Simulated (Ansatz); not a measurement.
Relaxed-ion elastic tensor of TaRu$_{3}$ (Cu3Au type, Pm-3m) in GPa (Voigt order), the program Ansatz at the PBEsol level (PAW); density 14.04 g/cm³, 14.31 Å³ per atom.

```
433  240  240  0.0  0.0  0.0
240  433  240  0.0  0.0  0.0
240  240  433  0.0  0.0  0.0
0.0  0.0  0.0  191  0.0  0.0
0.0  0.0  0.0  0.0  191  0.0
0.0  0.0  0.0  0.0  0.0  191
```

### Question
Is the crystal mechanically stable?

### Answer
Yes: the smallest eigenvalue of C is 191 GPa.

### Question
Work out the Voigt, Reuss and Hill averages.

### Answer
K_V = 305, K_R = 305, K_H = 305; G_V = 153, G_R = 137, G_H = 145 GPa.

### Question
Give Young's modulus, Poisson's ratio, Pugh's ratio and the universal anisotropy index.

### Answer
E = 9KG/(3K + G) = 375 GPa; ν = 0.29; K/G = 2.10 (ductile by the Pugh limit of 1.75); A_U = 5G_V/G_R + K_V/K_R − 6 = 0.58.

### Question
Estimate the sound speeds and the Debye temperature.

### Answer
v_l = √((K + 4G/3)/ρ) = 5950 m/s, v_t = √(G/ρ) = 3210 m/s, mean 3590 m/s; Θ = (h/k)(3n/4πV)^(1/3) v_m = 440 K.

### Question
Give the Zener ratio and Young's modulus along [100], [110] and [111].

### Answer
A = 2C44/(C11 − C12) = 1.98; 1/E = S11 − 2(S11 − S12 − S44/2)Γ with Γ = 0, 1/4, 1/3 gives 262, 394, 473 GPa.

The workflow started from a Materials Project entry (that database holds measured and hypothetical structures alike); the Crystallography Open Database copy checked does not list it. Its standing as an ambient phase is unchecked. Symmetry was held in the PBEsol relaxation; whether a distortion lowers the energy is not shown. The run is not spin-polarised. As this level gives no gap, shear constants depend on the k-mesh and smearing (Fermi–Dirac, 0.1 eV here). Scalar-relativistic: spin–orbit coupling is off unless named, which matters more the heavier the elements.

Potentials: the later of the program's two PAW sets.
